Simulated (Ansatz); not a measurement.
Si2W in space group Cmcm (No. 63; Si on 4c, Si on 4c, W on 4c), LDA (plane waves, PAW; program Ansatz), all energies at zero smearing, with the estimated change up to a 700 eV cutoff added, with one set of potentials and settings (totals compare only within such a set). Cell of 6 atoms (4 Si, 2 W): -22694.300 eV.

```tsv
element	reference phase	E (eV/atom)
Si	Fd-3m, 2 atoms in the cell	-608.6481
W	Im-3m, 1 atoms in the cell	-10129.8416
```

Formation energy per atom, worked out: (-22694.300 − 4×(-608.6481) − 2×(-10129.8416))/6 = -0.004 eV/atom (0 kJ per mol of atoms), at 0 K, without zero-point energy or fitted corrections.

A made-up cell: these elements were put on the sites of a structure type; neither database checked (COD, Materials Project) lists it. It is not the phase usual at ambient conditions (space group No. 139). Symmetry was held in the LDA relaxation; its stability against distortions is not shown here. No spin polarisation was allowed. The references are the lowest solids computed at this level, not always the standard phases. Spin–orbit coupling is left out wherever it is not named.

Potentials: the later of the program's two PAW sets.
